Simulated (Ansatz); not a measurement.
Cu Kα1 powder pattern (kinematic, no thermal factors).
2θ (°) (relative intensity): 13.17 (9, 1 1 1), 15.22 (34, 2 0 0), 21.59 (100, 2 2 0), 26.52 (24, 2 2 2), 30.72 (77, 4 0 0), 34.45 (3, 4 2 0), 37.86 (25, 4 2 2), 40.26 (2, 5 1 1), 44.00 (36, 4 4 0), 46.83 (3, 6 0 0), 49.52 (34, 6 2 0), 52.12 (1, 6 2 2), 54.62 (8, 4 4 4), 57.05 (3, 6 4 0), 59.42 (25, 6 4 2), 63.98 (5, 8 0 0), 68.38 (11, 6 6 0), 72.64 (10, 8 4 0), 76.81 (9, 6 6 4), 80.91 (5, 8 4 4), 84.96 (12, 10 2 0)

The pattern is computed from a structure relaxed with DFT PBE, scalar-relativistic, plane waves, PAW in Ansatz. Collinear spin, ending at 2.0 μB a primitive cell. Its elements are C, Ca, K, N, Ti.

Give the structure.

K₂CaTiC₆N₆.
Space group Fm-3m (No. 225). a = 11.632 Å, b = 11.632 Å, c = 11.632 Å, α = 90.00°, β = 90.00°, γ = 90.00°
```tsv
atom	site	symmetry	x	y	z
K	8c	-43m	0.2500	0.7500	0.7500
Ca	4a	m-3m	0.0000	0.0000	0.0000
Ti	4b	m-3m	0.5000	0.0000	0.0000
C	24e	4m.m	0.2181	0.0000	0.0000
N	24e	4m.m	0.3193	0.0000	0.0000
```

A pattern alone doesn't exclude other cells with like lines; this is the one computed.

It was reached by relaxing an invented guess, and it needn't be the stable form of this composition.
